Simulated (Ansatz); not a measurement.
A geometry of Be away from equilibrium: step 2 of the relaxation of a relaxed Be cell displaced along its unstable phonon at q = (½, ½, 0) of its primitive reciprocal cell (218i cm⁻¹), largest move 0.15 Å. These are r2SCAN (plane waves to 500 eV, PAW, scalar-relativistic; Ansatz, a program for electronic structure) values and carry that method's errors. Γ-centred k-mesh 17×17×17 on the run's cell (coarser than for final values), Fermi–Dirac smearing 0.05 eV.

```yaml
crystal:
  lattice:
    - [0.00000, 3.62869, 8.42426]
    - [1.14129, 1.81434, 8.42426]
    - [1.14129, 1.81434, 0.00000]
  atoms:
    - { symbol: Be, position: [0.85050, 0.28931, 0.00970] }
    - { symbol: Be, position: [0.64950, 0.99030, 0.71069] }
    - { symbol: Be, position: [0.14950, 0.71069, 0.99030] }
    - { symbol: Be, position: [0.35050, 0.00970, 0.28931] }
```

Task: Give the Cartesian forces on all atoms (eV/Å).

Result: 
| atom | Fx | Fy | Fz |
|---|---|---|---|
| Be1 | 0.31 | 0.00 | -0.39 |
| Be2 | -0.31 | 0.00 | -0.39 |
| Be3 | -0.31 | 0.00 | 0.39 |
| Be4 | 0.31 | 0.00 | 0.39 |

Task: What is the pressure?

Result: -1.1 GPa, compression positive.

Task: How far above the relaxed end point is this geometry?

Result: 0.18 eV/atom; the path ends in Im-3m (No. 229) (bcc (W type)).

No spin polarisation in the result.

The run could not lose the symmetry of its start: the end is stationary, and may be a saddle point rather than a minimum.

The end of the path is a generated cell of Be: the first start was made by placing the elements on the sites of a structure type, and the end was not matched to a known phase here, so it may be hypothetical. Known forms of Be include space group No. 194.
